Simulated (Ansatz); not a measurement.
## CdPtC6N6: gradients before and after relaxing the atoms

Start: a structure deposited in the COD, atoms as given.

```cif
data_CdPtC6N6
_symmetry_space_group_name_H-M 'Fm-3m'
_symmetry_Int_Tables_number 225
_cell_length_a 10.9228
_cell_length_b 10.9228
_cell_length_c 10.9228
_cell_angle_alpha 90.000
_cell_angle_beta 90.000
_cell_angle_gamma 90.000
loop_
_atom_site_label
_atom_site_type_symbol
_atom_site_symmetry_multiplicity
_atom_site_Wyckoff_symbol
_atom_site_fract_x
_atom_site_fract_y
_atom_site_fract_z
Cd Cd 4 b 0.5000 0.5000 0.5000
Pt Pt 4 a 0.0000 0.0000 0.0000
C C 24 e 0.5000 0.8137 0.5000
N N 24 e 0.5000 0.7145 0.5000
```

One atom of each set is listed; the run and its k-mesh use a cell of 14 atoms with edges of 7.72, 7.72, 7.72 Å.

The numbers come from a DFT calculation in Ansatz (PBE, plane waves and PAW, scalar-relativistic, 420 eV cutoff, Γ-centred 5×5×5 k-points, Fermi–Dirac smearing 0.05 eV).

The largest force at the start is 11 eV/Å. Relaxing the ions at fixed cell moves them by 0.042 Å at most (atom 10, N) and 0.034 Å rms.

```
site  moved (Å)                         first shell before                          first shell after  V_zz before (10²¹ V/m²)  η before
   C      0.032  1 N at 1.08 Å, 1 Pt at 2.03 Å, angle 180°  1 N at 1.16 Å, 1 Pt at 2.00 Å, angle 180°                    -4.06      0.00
   N      0.042                              1 C at 1.08 Å                              1 C at 1.16 Å                    -7.32      0.00
```

Task: What are V_zz and η after the relaxation?

Result: 

```tsv
site	V_zz after	η after	change of V_zz
C	-3.82	0.00	+0.24
N	-5.89	0.00	+1.43
```

The largest change of V_zz is on N, from -7.32 to -5.89. In per cent, |V_zz| changes by -6 on C, -19 on N (all sites that start above 0.5). Sites without a gradient aren't listed. Forces this large mark an entry whose positions are poorly determined or wrongly transcribed.

Without spin–orbit coupling the gradients at and beside Pt can be off by some per cent, at some sites by more. The database entry as given showed forces above 3 eV/Å or a pressure above 30 GPa, though relaxing it moves no atom far.
